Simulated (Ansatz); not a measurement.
## SnPb5S6: stable or not

It was reached by relaxing an invented guess, and it needn't be the stable form of this composition.

Theory: DFT PBE, scalar-relativistic, plane waves, PAW in Ansatz. Cutoff 420 eV, Γ-centred 8×8×2 mesh (12-atom cell), Gaussian smearing of 0.01 eV, no spin polarisation.

```yaml
crystal:
  lattice:
    - [4.23248, 0.00000, 0.00000]
    - [0.00000, 4.23248, 0.00000]
    - [0.00000, 0.00000, 17.95447]
  atoms:
    - { symbol: Sn, position: [0.00000, 0.00000, 0.50000] }
    - { symbol: Pb, position: [0.00000, 0.00000, 0.16759] }
    - { symbol: Pb, position: [0.50000, 0.50000, 0.33499] }
    - { symbol: Pb, position: [0.50000, 0.50000, 0.66501] }
    - { symbol: Pb, position: [0.00000, 0.00000, 0.83241] }
    - { symbol: Pb, position: [0.50000, 0.50000, 0.00000] }
    - { symbol: S, position: [0.00000, 0.00000, 0.00000] }
    - { symbol: S, position: [0.50000, 0.50000, 0.16715] }
    - { symbol: S, position: [0.00000, 0.00000, 0.33682] }
    - { symbol: S, position: [0.50000, 0.50000, 0.50000] }
    - { symbol: S, position: [0.00000, 0.00000, 0.66318] }
    - { symbol: S, position: [0.50000, 0.50000, 0.83285] }
```

Formation energies are uncorrected and refer to the elements' standard structures at the same level. The references include grey tin.

Task: These tests were run: energy against the elements; phonons on a 2×2×1 q mesh. What do they show?

Result:

| test | result |
| --- | --- |
| energy against the elements | −0.524 eV/atom |
| phonons on a 2×2×1 q mesh | imaginary modes down to 103i cm⁻¹ |

It fails one test: phonons on a 2×2×1 q mesh. So it isn't even a local minimum.

These runs have no spin–orbit coupling, which can matter for Pb. The reference form of S is held partly by dispersion forces, which this level lacks. The run for the phonons used an 8×8×2 k mesh.
